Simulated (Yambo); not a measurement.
A G0W0@PBEsol run in Yambo for KPF$_{6}$ (space group R-3, No. 148) (2×2×2 Γ-centred k mesh, 157 bands and a 7 Ry block in the screening, 157 bands in G with the Bruneval-Gonze terminator, plasmon pole fitted at 27.2 eV) gives these matrix elements, in eV, at the band edges (Γ → Γ):

| state | E0 | <Vxc> | <Σx> | <Σc(E0)> | Z |
|---|---|---|---|---|---|
| valence edge | 0.000 | -23.609 | -31.673 | 4.640 | 0.842 |
| conduction edge | 7.504 | -12.946 | -7.874 | -2.973 | 0.896 |

Problem. Solve the linearised quasiparticle equation for both states, give the gap, and say how exchange and correlation each act on it.

Solution. E = E0 + Z(Σx + Σc − Vxc). Valence: 0.000 + 0.842 × (-31.673 + (4.640) − (-23.609)) = -2.88 eV. Conduction: 7.504 + 0.896 × (-7.874 + (-2.973) − (-12.946)) = 9.38 eV. The gap is 12.27 eV, against 7.50 eV in PBEsol. Replacing Vxc by bare exchange alone would open it by 13.14 eV; correlation takes back 7.61 eV of that, and Z scales what is left. Nearest settings tried, and what they do to the gap: 105 bands in W, 105 bands in G: +112 meV; 6 Ry block (195 vectors against 225): +26 meV. Not varied: mesh. So the settings aren't converged at that level. The k mesh is coarse. 

Geometry of the Materials Project entry, not relaxed at this level; primitive cell a = b = c = 4.723 Å, α = β = γ = 97.80°.

The structure is a Materials Project entry; no match was found in the copy of COD used, and its stability was not checked.
